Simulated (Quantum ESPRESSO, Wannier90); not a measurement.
**Wannier functions of TiS2 (C2/m, isolated units)**

```
begin unit_cell_cart
ang
    2.9678650000   -1.7134950000    0.0000000000
    2.9678650000    1.7134950000    0.0000000000
   -1.0855660000    0.0000000000   11.1933520000
end unit_cell_cart
begin atoms_frac
Ti   0.0000000000  0.0000000000  0.0000000000
S    0.3104700000  0.3104700000 -0.1252500000
S   -0.3104700000 -0.3104700000  0.1252500000
end atoms_frac
```

Materials Project entry mp-1062030; symmetrised, unrelaxed at this level. Method: PBEsol plane waves in Quantum ESPRESSO 7.5 (PseudoDojo norm-conserving files, 68 Ry, no spin polarisation, no spin-orbit coupling), Bloch states on a 10×10×4 mesh through Γ, Wannier90 4.0.1. Density: 10×10×1 mesh, Gaussian smearing 0.01 Ry. The cell is built of weakly bound layers, chains or molecules, whose nearest atoms lie 8.56 Å apart, far more than in van der Waals crystals (3.2 to 4.2 Å): it describes nearly isolated units, such as a monolayer, not the bulk crystal. The gap is small at this level and was sampled on the meshes and a path alone.

A tight-binding model is made by disentanglement and projection with no localisation steps (num_iter = 0), so the 11 orbitals stay atom-like: hydrogen-like Ti: d; S: p, axes along x, y, z; frozen window up to 1.59 eV relative to the valence-band maximum. It follows pw.x to 0.5 meV rms for states up to 1.1 eV relative to the valence-band maximum. Matrix elements depend on this choice of orbitals and windows.

What are the on-site energies relative to the valence-band maximum, and how fast do the hoppings decay?


| atom | orbitals | energy (eV) |
|---|---|---|
| Ti1 | dz2 | 0.46 |
| Ti1 | dxz dyz | 0.92 |
| Ti1 | dx2-y2 dxy | 0.63 |
| S2 | pz | -1.61 |
| S2 | px py | -1.66 |
| S3 | pz | -1.61 |
| S3 | px py | -1.66 |

| distance of the centres (Å) | largest modulus (eV) |
|---|---|
| 2–3 | 1.4 |
| 3–4 | 0.72 |
| 4–5 | 0.16 |
| 5–6 | 0.035 |
| 6–7 | 0.041 |
| 7–8 | 0.016 |
| 8–9 | 0.0043 |
| 9–10 | 0.0028 |
| 10–11 | 0.0038 |
| 11–12 | 0.0017 |
| 12–13 | 0.0014 |
